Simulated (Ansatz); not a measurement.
SbPd (NiAs type, space group No. 194) under volume change, LDA (plane waves, PAW; program Ansatz), shape and atoms relaxed at each volume.

```tsv
V (Å³/atom)	E − E(relaxed) (meV/atom)	P (GPa)
17.909	[?]	[?]
18.500	33.0	9.52
19.090	7.7	4.33
19.681	0.0	0.00
20.271	6.9	-3.64
20.861	26.0	-6.65
21.452	[?]	[?]
```

### Question
What belongs in the gaps?

### Answer

- 21.452, E − E(relaxed) (meV/atom): 55.2
- 21.452, P (GPa): -9.12
- 17.909, E − E(relaxed) (meV/atom): 79.1
- 17.909, P (GPa): 15.71

### Question
What does a third-order Birch–Murnaghan fit give for V₀, B₀ and B′?

### Answer
V₀ = 19.68 Å³/atom, B₀ = 132 GPa, B′ = 5.0.

Space group P6_3/mmc (NiAs type). The first step of the workflow began from a Materials Project structure, measured or hypothetical; the Crystallography Open Database files this formula in space group No. 194, but the cells were not matched. Whether it is the stable phase at ambient conditions was not checked. Symmetry was held in the LDA relaxation; its stability against distortions is not shown here. No spin polarisation was allowed. Spin–orbit coupling is left out wherever it is not named.

Potentials: the later of the program's two PAW sets.
